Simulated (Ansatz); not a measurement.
**Find the missing element**

Cell vectors (Å):

```
0.0000 2.3559 2.3559
2.3559 0.0000 2.3559
2.3559 2.3559 0.0000
```

```
atom       a       b       c
  Zr  0.5000  0.5000  0.5000
   X  0.0000  0.0000  0.0000
```

Computed with r²SCAN, all-electron PAW in Ansatz 0.2.0, datasets made for the crystal, scalar-relativistic. k mesh 16×16×16, strains of ±0.005, Fermi-Dirac smearing of 0.100 eV.

Elastic constants of a crystal by Kohn-Sham DFT: slopes of the stress over finite engineering strains of the given cell, Voigt indices, Cartesian axes as in the cell vectors.

| index | elastic (GPa) |
| --- | --- |
| 11 | 470.5 |
| 12 | 109.4 |
| 44 | 165.4 |

Task: All X atoms are one element. Which one was computed?

Result: C; the crystal is ZrC (Fm-3m).

Keep in mind: responses of metals move with mesh and smearing.
